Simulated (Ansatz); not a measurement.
CaZn: input, output and frames of a trajectory

Computed with Ansatz, DFT PBEsol, scalar-relativistic, plane waves, PAW. Settings: plane waves to 420 eV, k-mesh 2×2×2 (shifted by 0.5, 0.5, 0.5 steps), Fermi–Dirac smearing 0.05 eV. The mesh is coarse. No spin polarisation.

16 atoms, starting at 1.00 times the perfect crystal's volume (space group Pm-3m, the cell as given, not relaxed at this level); Langevin thermostat at 200 K (friction 0.05 fs⁻¹), fixed cell; 53 steps of 6 fs. The run is short and not equilibrated. The time step is on the long side.

The calculation finished and met its thresholds.

Command:
```bash
ansatz run input.yaml --threads 4 --pin off --max-ram 5120MiB --backend cpu --events-out ev --progress --plain --runs-dir out
```

Input:
```yaml
crystal:
  lattice:
    - [0.0, 0.0, 7.29736744]
    - [7.29736744, 0.0, 0.0]
    - [0.0, 7.29736744, 0.0]
  atoms:
    - { symbol: Ca, position: [0.0, 0.0, 0.0] }
    - { symbol: Ca, position: [0.5, 0.0, 0.0] }
    - { symbol: Ca, position: [0.0, 0.0, 0.5] }
    - { symbol: Ca, position: [0.5, 0.0, 0.5] }
    - { symbol: Ca, position: [0.0, 0.5, 0.0] }
    - { symbol: Ca, position: [0.5, 0.5, 0.0] }
    - { symbol: Ca, position: [0.0, 0.5, 0.5] }
    - { symbol: Ca, position: [0.5, 0.5, 0.5] }
    - { symbol: Zn, position: [0.25, 0.25, 0.25] }
    - { symbol: Zn, position: [0.75, 0.25, 0.25] }
    - { symbol: Zn, position: [0.25, 0.25, 0.75] }
    - { symbol: Zn, position: [0.75, 0.25, 0.75] }
    - { symbol: Zn, position: [0.25, 0.75, 0.25] }
    - { symbol: Zn, position: [0.75, 0.75, 0.25] }
    - { symbol: Zn, position: [0.25, 0.75, 0.75] }
    - { symbol: Zn, position: [0.75, 0.75, 0.75] }
basis:
  ecutwfc: 420
kpoints:
  mp_grid: { grid: [2, 2, 2], shift: [0.5, 0.5, 0.5] }
hamiltonian:
  xc: pbesol
scf:
  occupations: { method: fermi_dirac, width: 0.05 }
  lower_state_search: "off"
  convergence: { dr2_threshold: 1.0e-07 }
output:
  forces: true
  stress: true
md:
  timestep: 6.0
  n_steps: 53
  ensemble: nvt_langevin
  temperature: 200.0
  initial_velocities: maxwell_boltzmann
  seed: 23200
  friction: 0.05
```

Output (its end):
```
...
SCF converged after 8 iterations
Free energy (F): -40599.453909 eV
Harris-Foulkes:  -40599.453909 eV  (|F-HF|=5.73e-9)
Internal energy: -40599.254748 eV  (E = F + TS)
E sigma→0 (E₀):  -40599.354329 eV
Entropy (-TS):   -0.199162 eV (-12.448 meV/atom)
Fermi energy:    7.343063 eV
--- Per-component energies (eV) ---
  E_band       = -1009.581499
  E_kinetic    = 3270.776325
  E_local      = -20127.985121  (includes V_loc(G=0)·N_el)
  E_nonlocal   = 5407.388060
  E_hartree    = 7928.226292
  E_xc         = -2170.709122
  E_vxc        = -1779.590005  (∫ρ·V_xc dr)
  E_paw        = -20990.429073  (= ΣΔE_a)
  E_vpaw       = -3636.616155  (= ΣTr[D̂ρ^β])
  E_aug_tail   = -0.002953  (compensation charges beyond the density's cutoff)
  E_ewald      = -13923.848350
  E_core_change = 7.329194  (= ΣΔE_core)
  E_smearing   = -0.199162  (= −TS)
  E_closure    = -0.000000  (closes the sum)
  Σ components = -40599.453909   (vs F -40599.453909, Δ=0.00e0)
--- Forces (eV/Å), atoms counted from 1 ---
  atom   1  Ca    -0.26441145    -0.08741041     0.18798083
  atom   2  Ca    -0.18973100    -0.09877326     0.09423415
  atom   3  Ca     0.39292555     0.03795189    -0.36540661
  atom   4  Ca    -0.07146249    -0.25008190    -0.11417833
  atom   5  Ca     0.32829672     0.30246372    -0.19965024
  atom   6  Ca     0.32947094    -0.13371479     0.34783499
  atom   7  Ca    -0.40896386     0.17482226     0.24680605
  atom   8  Ca     0.18809166     0.36276510    -0.12508818
  atom   9  Zn    -0.09728350     0.16150069    -0.21751140
  atom  10  Zn     0.16842250    -0.01599221    -0.00365506
  atom  11  Zn     0.08510679     0.08005769    -0.02731916
  atom  12  Zn    -0.38301389     0.07081731    -0.05334977
  atom  13  Zn     0.03830289    -0.44604813     0.24382935
  atom  14  Zn     0.16798737    -0.13556055     0.02585023
  atom  15  Zn     0.00592098    -0.14919242    -0.02459233
  atom  16  Zn    -0.28969204     0.12638073    -0.01576785
  max |Σ_I F_I| component: 3.28e-5 eV/Å
--- Stress (GPa, compression-positive) ---
       -0.777125       0.004561       0.118086
        0.004561      -0.843137       0.043216
        0.118087       0.043216      -0.697815
  P = ⅓ Tr σ = -0.7727 GPa (-7.727 kbar)
--- MD trajectory: 53 steps, t = 0.0 → 318.0 fs ---
  final state: T = 216.7 K   F+E_penalty+E_count = -40599.45390939 eV   E_kin = 0.448092 eV
```

Frames along the run (Å, eV/Å; dE is the potential energy from the first frame):

```xyz
16
Lattice="0.000 0.000 7.297 7.297 0.000 0.000 0.000 7.297 0.000" Properties=species:S:1:pos:R:3:forces:R:3 pbc="T T T" time_fs=0.00 dE_eV=0.0000 T_K=188
Ca    0.000    0.000    0.000    0.000    0.000    0.000
Ca    0.000    0.000    3.649    0.000    0.000    0.000
Ca    0.000    3.649    0.000    0.000    0.000    0.000
Ca    0.000    3.649    3.649    0.000    0.000    0.000
Ca    3.649    0.000    0.000    0.000    0.000    0.000
Ca    3.649    0.000    3.649    0.000    0.000    0.000
Ca    3.649    3.649    0.000    0.000    0.000    0.000
Ca    3.649    3.649    3.649    0.000    0.000    0.000
Zn    1.824    1.824    1.824    0.000    0.000    0.000
Zn    1.824    1.824    5.473    0.000    0.000    0.000
Zn    1.824    5.473    1.824    0.000    0.000    0.000
Zn    1.824    5.473    5.473    0.000    0.000    0.000
Zn    5.473    1.824    1.824    0.000    0.000    0.000
Zn    5.473    1.824    5.473    0.000    0.000    0.000
Zn    5.473    5.473    1.824    0.000    0.000    0.000
Zn    5.473    5.473    5.473    0.000    0.000    0.000
16
Lattice="0.000 0.000 7.297 7.297 0.000 0.000 0.000 7.297 0.000" Properties=species:S:1:pos:R:3:forces:R:3 pbc="T T T" time_fs=24.00 dE_eV=0.0638 T_K=107
Ca    0.073    0.014    0.054   -0.253   -0.070   -0.064
Ca   -0.013   -0.010    3.723    0.023    0.052   -0.194
Ca   -0.069    3.667   -0.031    0.108   -0.026    0.049
Ca   -0.032    3.684    3.606    0.121   -0.156    0.137
Ca    3.627   -0.034    0.040    0.117    0.147   -0.101
Ca    3.622    0.031    3.641    0.015   -0.185    0.050
Ca    3.573    3.686    0.010    0.155   -0.186   -0.019
Ca    3.678    3.606    3.631   -0.149    0.191    0.083
Zn    1.800    1.847    1.819   -0.008    0.042    0.054
Zn    1.791    1.816    5.454    0.030    0.073    0.054
Zn    1.782    5.445    1.831    0.028    0.007    0.046
Zn    1.844    5.450    5.474   -0.061    0.043   -0.021
Zn    5.445    1.845    1.863    0.071   -0.059   -0.083
Zn    5.492    1.791    5.474   -0.068    0.024    0.024
Zn    5.497    5.474    1.849   -0.064    0.037   -0.027
Zn    5.465    5.475    5.467   -0.065    0.064    0.010
16
Lattice="0.000 0.000 7.297 7.297 0.000 0.000 0.000 7.297 0.000" Properties=species:S:1:pos:R:3:forces:R:3 pbc="T T T" time_fs=48.00 dE_eV=0.1114 T_K=222
Ca    0.063   -0.011    0.076   -0.307   -0.018   -0.069
Ca   -0.006    0.010    3.766   -0.018   -0.062   -0.313
Ca   -0.056    3.681   -0.003    0.066   -0.124   -0.001
Ca   -0.048    3.717    3.616    0.057   -0.236    0.151
Ca    3.588   -0.072    0.028    0.189    0.248    0.027
Ca    3.630   -0.044    3.707   -0.070   -0.021   -0.140
Ca    3.611    3.725    0.010    0.031   -0.334   -0.069
Ca    3.615    3.613    3.590   -0.004    0.112    0.255
Zn    1.804    1.842    1.814    0.006    0.056    0.091
Zn    1.741    1.790    5.426    0.130    0.160    0.154
Zn    1.762    5.387    1.814    0.054    0.119    0.066
Zn    1.812    5.457    5.516   -0.072    0.003   -0.044
Zn    5.431    1.830    1.882    0.047   -0.071   -0.050
Zn    5.461    1.772    5.487   -0.017    0.060    0.009
Zn    5.480    5.503    1.879   -0.042    0.010   -0.059
Zn    5.481    5.460    5.485   -0.052    0.099   -0.005
16
Lattice="0.000 0.000 7.297 7.297 0.000 0.000 0.000 7.297 0.000" Properties=species:S:1:pos:R:3:forces:R:3 pbc="T T T" time_fs=72.00 dE_eV=0.2332 T_K=159
Ca    0.084    0.020    0.096   -0.376   -0.158   -0.132
Ca    0.016    0.055    3.807   -0.185   -0.234   -0.412
Ca   -0.049    3.667    0.019    0.036   -0.098   -0.055
Ca    0.005    3.787    3.644   -0.164   -0.401    0.107
Ca    3.637   -0.095    0.041    0.012    0.262    0.092
Ca    3.633   -0.059    3.784   -0.084    0.083   -0.361
Ca    3.653    3.710    0.013   -0.157   -0.342   -0.092
Ca    3.625    3.702    3.557   -0.022   -0.192    0.354
Zn    1.808    1.796    1.830    0.075    0.175    0.167
Zn    1.720    1.784    5.404    0.284    0.287    0.247
Zn    1.715    5.369    1.779    0.211    0.240    0.091
Zn    1.820    5.452    5.526   -0.010    0.043    0.055
Zn    5.434    1.826    1.871    0.084   -0.030    0.041
Zn    5.426    1.748    5.518    0.063    0.160    0.000
Zn    5.451    5.511    1.886    0.127    0.057   -0.073
Zn    5.435    5.439    5.522    0.105    0.148   -0.028
16
Lattice="0.000 0.000 7.297 7.297 0.000 0.000 0.000 7.297 0.000" Properties=species:S:1:pos:R:3:forces:R:3 pbc="T T T" time_fs=96.00 dE_eV=0.3835 T_K=214
Ca    0.107    0.026    0.049   -0.460   -0.132    0.039
Ca    0.090    0.119    3.849   -0.460   -0.413   -0.656
Ca   -0.089    3.660    0.028    0.107   -0.112   -0.089
Ca    0.010    3.844    3.637   -0.181   -0.468    0.068
Ca    3.680   -0.100    0.067   -0.172    0.241   -0.061
Ca    3.680   -0.036    3.786   -0.217    0.037   -0.341
Ca    3.648    3.668    0.028   -0.226   -0.217   -0.182
Ca    3.661    3.778    3.552   -0.183   -0.400    0.372
Zn    1.805    1.796    1.836    0.157    0.184    0.173
Zn    1.719    1.803    5.421    0.450    0.433    0.279
Zn    1.712    5.420    1.744    0.251    0.158    0.121
Zn    1.772    5.426    5.527    0.147    0.107    0.125
Zn    5.418    1.828    1.860    0.122   -0.028    0.101
Zn    5.363    1.715    5.498    0.212    0.301    0.071
Zn    5.390    5.504    1.835    0.327    0.103   -0.023
Zn    5.456    5.432    5.541    0.124    0.205    0.003
16
Lattice="0.000 0.000 7.297 7.297 0.000 0.000 0.000 7.297 0.000" Properties=species:S:1:pos:R:3:forces:R:3 pbc="T T T" time_fs=120.00 dE_eV=0.4104 T_K=200
Ca    0.086    0.048   -0.009   -0.451   -0.152    0.194
Ca    0.134    0.132    3.812   -0.525   -0.465   -0.585
Ca   -0.058    3.682    0.050    0.004   -0.221   -0.158
Ca   -0.009    3.841    3.617   -0.135   -0.415    0.141
Ca    3.632   -0.070    0.077   -0.102    0.118   -0.164
Ca    3.743   -0.022    3.748   -0.388   -0.017   -0.232
Ca    3.640    3.606   -0.012   -0.199   -0.024   -0.019
Ca    3.674    3.799    3.545   -0.230   -0.449    0.304
Zn    1.785    1.797    1.843    0.196    0.188    0.132
Zn    1.692    1.829    5.437    0.542    0.466    0.176
Zn    1.713    5.448    1.746    0.244    0.153    0.067
Zn    1.788    5.373    5.545    0.120    0.185    0.044
Zn    5.426    1.823    1.860    0.147   -0.024    0.056
Zn    5.291    1.722    5.484    0.393    0.328    0.069
Zn    5.375    5.506    1.761    0.344    0.104   -0.027
Zn    5.488    5.426    5.575    0.041    0.225    0.002
16
Lattice="0.000 0.000 7.297 7.297 0.000 0.000 0.000 7.297 0.000" Properties=species:S:1:pos:R:3:forces:R:3 pbc="T T T" time_fs=144.00 dE_eV=0.3255 T_K=270
Ca    0.038    0.113   -0.029   -0.266   -0.276    0.150
Ca    0.110    0.164    3.668   -0.355   -0.438   -0.155
Ca    0.015    3.676    0.064   -0.165   -0.167   -0.180
Ca    0.025    3.811    3.654   -0.234   -0.333    0.040
Ca    3.591   -0.025    0.156    0.015    0.014   -0.384
Ca    3.738    0.033    3.668   -0.395   -0.202   -0.052
Ca    3.672    3.606    0.006   -0.174    0.009   -0.073
Ca    3.668    3.763    3.537   -0.122   -0.275    0.300
Zn    1.815    1.823    1.852    0.140    0.279    0.078
Zn    1.722    1.886    5.434    0.468    0.231    0.040
Zn    1.708    5.395    1.759    0.199    0.262    0.003
Zn    1.809    5.381    5.558    0.102    0.234    0.015
Zn    5.461    1.869    1.841    0.105   -0.025    0.070
Zn    5.249    1.698    5.451    0.394    0.322    0.131
Zn    5.430    5.489    1.739    0.300    0.132   -0.004
Zn    5.515    5.464    5.579   -0.012    0.233    0.023
16
Lattice="0.000 0.000 7.297 7.297 0.000 0.000 0.000 7.297 0.000" Properties=species:S:1:pos:R:3:forces:R:3 pbc="T T T" time_fs=174.00 dE_eV=0.3851 T_K=210
Ca   -0.003    0.089   -0.004   -0.028   -0.034   -0.145
Ca    0.032    0.161    3.434   -0.087   -0.326    0.524
Ca    0.048    3.654    0.137   -0.169   -0.182   -0.438
Ca    0.014    3.761    3.682   -0.178   -0.144    0.031
Ca    3.643    0.082    0.169   -0.158   -0.390   -0.256
Ca    3.730    0.011    3.641   -0.368   -0.118   -0.059
Ca    3.677    3.515   -0.016   -0.128    0.505    0.004
Ca    3.631    3.715    3.563    0.061   -0.091    0.197
Zn    1.882    1.897    1.884    0.000    0.121    0.025
Zn    1.814    1.917    5.426    0.221   -0.057   -0.086
Zn    1.678    5.397    1.737    0.279    0.199    0.045
Zn    1.787    5.411    5.579    0.094    0.177    0.027
Zn    5.519    2.018    1.823   -0.120   -0.253    0.114
Zn    5.212    1.637    5.481    0.441    0.376   -0.038
Zn    5.464    5.494    1.702    0.204   -0.052    0.003
Zn    5.547    5.419    5.614   -0.062    0.270    0.050
16
Lattice="0.000 0.000 7.297 7.297 0.000 0.000 0.000 7.297 0.000" Properties=species:S:1:pos:R:3:forces:R:3 pbc="T T T" time_fs=198.00 dE_eV=0.4441 T_K=220
Ca   -0.010    0.079    0.037   -0.048   -0.015   -0.264
Ca   -0.038    0.213    3.392    0.009   -0.558    0.652
Ca    0.005    3.644    0.158    0.126   -0.196   -0.538
Ca    0.000    3.695    3.675   -0.062    0.122    0.112
Ca    3.595    0.042    0.177    0.037   -0.232   -0.270
Ca    3.691   -0.035    3.623   -0.261    0.031    0.030
Ca    3.693    3.568    0.019   -0.277    0.290   -0.160
Ca    3.660    3.730    3.575   -0.033   -0.186    0.247
Zn    1.897    1.882    1.919    0.031    0.175   -0.057
Zn    1.842    1.872    5.460    0.172   -0.020   -0.133
Zn    1.684    5.405    1.719    0.191    0.138    0.154
Zn    1.820    5.371    5.553   -0.036    0.245    0.086
Zn    5.486    2.107    1.822   -0.180   -0.461    0.108
Zn    5.228    1.602    5.507    0.283    0.354   -0.062
Zn    5.460    5.437    1.679    0.177    0.036    0.083
Zn    5.587    5.428    5.640   -0.130    0.278    0.012
16
Lattice="0.000 0.000 7.297 7.297 0.000 0.000 0.000 7.297 0.000" Properties=species:S:1:pos:R:3:forces:R:3 pbc="T T T" time_fs=222.00 dE_eV=0.3870 T_K=249
Ca    0.001    0.034   -0.015   -0.061    0.035    0.010
Ca   -0.096    0.179    3.456    0.148   -0.515    0.381
Ca   -0.018    3.640    0.132    0.252   -0.272   -0.430
Ca    0.030    3.669    3.696   -0.043    0.091    0.053
Ca    3.590   -0.053    0.177    0.177    0.056   -0.403
Ca    3.642   -0.045    3.612   -0.162   -0.034    0.160
Ca    3.674    3.610   -0.035   -0.165   -0.014    0.045
Ca    3.697    3.691    3.598   -0.160   -0.092    0.187
Zn    1.894    1.824    1.878    0.012    0.202   -0.035
Zn    1.819    1.809    5.508    0.185    0.018   -0.157
Zn    1.708    5.414    1.723    0.068    0.050    0.153
Zn    1.837    5.325    5.546   -0.147    0.343    0.059
Zn    5.469    2.123    1.858   -0.164   -0.454   -0.019
Zn    5.255    1.606    5.481    0.186    0.287   -0.017
Zn    5.475    5.371    1.689    0.127    0.074    0.131
Zn    5.667    5.433    5.642   -0.253    0.227   -0.119
16
Lattice="0.000 0.000 7.297 7.297 0.000 0.000 0.000 7.297 0.000" Properties=species:S:1:pos:R:3:forces:R:3 pbc="T T T" time_fs=246.00 dE_eV=0.3438 T_K=205
Ca    0.011   -0.029   -0.082    0.059    0.134    0.266
Ca   -0.096    0.069    3.509    0.106   -0.113    0.184
Ca   -0.059    3.608    0.118    0.319   -0.139   -0.382
Ca    0.005    3.700    3.735    0.090   -0.184   -0.048
Ca    3.652   -0.129    0.142    0.038    0.197   -0.317
Ca    3.581   -0.041    3.645    0.056   -0.148    0.139
Ca    3.647    3.547   -0.076   -0.028    0.154    0.181
Ca    3.721    3.595    3.629   -0.290    0.245    0.165
Zn    1.925    1.829    1.836   -0.074    0.081   -0.026
Zn    1.813    1.791    5.534    0.127   -0.020   -0.144
Zn    1.707    5.397    1.732    0.064   -0.054    0.116
Zn    1.877    5.317    5.530   -0.242    0.277    0.047
Zn    5.433    2.122    1.848   -0.050   -0.578    0.010
Zn    5.296    1.632    5.495    0.164    0.131   -0.043
Zn    5.489    5.373    1.765    0.060   -0.081    0.044
Zn    5.694    5.447    5.620   -0.398    0.098   -0.190
16
Lattice="0.000 0.000 7.297 7.297 0.000 0.000 0.000 7.297 0.000" Properties=species:S:1:pos:R:3:forces:R:3 pbc="T T T" time_fs=270.00 dE_eV=0.3882 T_K=177
Ca    0.043   -0.040   -0.061    0.034    0.183    0.234
Ca   -0.006    0.050    3.531   -0.129   -0.018    0.197
Ca   -0.052    3.589    0.075    0.314   -0.124   -0.245
Ca   -0.003    3.697    3.736    0.122   -0.285   -0.053
Ca    3.673   -0.175    0.116   -0.040    0.227   -0.252
Ca    3.560   -0.021    3.642    0.238   -0.230    0.149
Ca    3.680    3.480   -0.129   -0.184    0.406    0.317
Ca    3.727    3.562    3.663   -0.294    0.360    0.006
Zn    1.965    1.826    1.827   -0.079    0.115   -0.062
Zn    1.819    1.774    5.520    0.128   -0.040   -0.119
Zn    1.647    5.329    1.779    0.225    0.023    0.023
Zn    1.890    5.359    5.535   -0.301    0.157   -0.036
Zn    5.404    2.105    1.786    0.029   -0.603    0.129
Zn    5.304    1.660    5.503    0.250   -0.047   -0.048
Zn    5.510    5.423    1.807    0.120   -0.233   -0.013
Zn    5.749    5.439    5.619   -0.433    0.107   -0.227
16
Lattice="0.000 0.000 7.297 7.297 0.000 0.000 0.000 7.297 0.000" Properties=species:S:1:pos:R:3:forces:R:3 pbc="T T T" time_fs=294.00 dE_eV=0.3729 T_K=207
Ca    0.137   -0.015   -0.057   -0.294    0.022    0.227
Ca    0.041    0.041    3.547   -0.173   -0.030    0.196
Ca   -0.066    3.583    0.056    0.430   -0.109   -0.067
Ca    0.065    3.691    3.780   -0.110   -0.305   -0.158
Ca    3.643   -0.179    0.133    0.180    0.217   -0.297
Ca    3.547   -0.056    3.620    0.306   -0.152    0.289
Ca    3.740    3.490   -0.129   -0.438    0.406    0.390
Ca    3.708    3.564    3.683   -0.114    0.335   -0.053
Zn    2.001    1.827    1.862   -0.093    0.183   -0.117
Zn    1.842    1.783    5.497    0.206   -0.043   -0.078
Zn    1.680    5.265    1.815    0.206    0.086   -0.063
Zn    1.898    5.398    5.557   -0.261    0.048   -0.072
Zn    5.375    2.021    1.803    0.087   -0.444    0.140
Zn    5.304    1.700    5.499    0.278   -0.203   -0.092
Zn    5.535    5.424    1.851    0.110   -0.194   -0.068
Zn    5.730    5.430    5.604   -0.319    0.182   -0.180
16
Lattice="0.000 0.000 7.297 7.297 0.000 0.000 0.000 7.297 0.000" Properties=species:S:1:pos:R:3:forces:R:3 pbc="T T T" time_fs=318.00 dE_eV=0.3347 T_K=217
Ca    0.116    0.012   -0.023   -0.264   -0.087    0.188
Ca    0.065    0.052    3.588   -0.190   -0.099    0.094
Ca   -0.037    3.566    0.148    0.393    0.038   -0.365
Ca    0.026    3.677    3.782   -0.071   -0.250   -0.114
Ca    3.583   -0.169    0.085    0.328    0.302   -0.200
Ca    3.561   -0.076    3.581    0.329   -0.134    0.348
Ca    3.743    3.561   -0.084   -0.409    0.175    0.247
Ca    3.618    3.548    3.707    0.188    0.363   -0.125
Zn    1.988    1.824    1.929   -0.097    0.162   -0.218
Zn    1.850    1.769    5.472    0.168   -0.016   -0.004
Zn    1.731    5.283    1.846    0.085    0.080   -0.027
Zn    1.914    5.401    5.533   -0.383    0.071   -0.053
Zn    5.343    2.003    1.785    0.038   -0.446    0.244
Zn    5.316    1.699    5.474    0.168   -0.136    0.026
Zn    5.555    5.442    1.835    0.006   -0.149   -0.025
Zn    5.730    5.459    5.576   -0.290    0.126   -0.016
```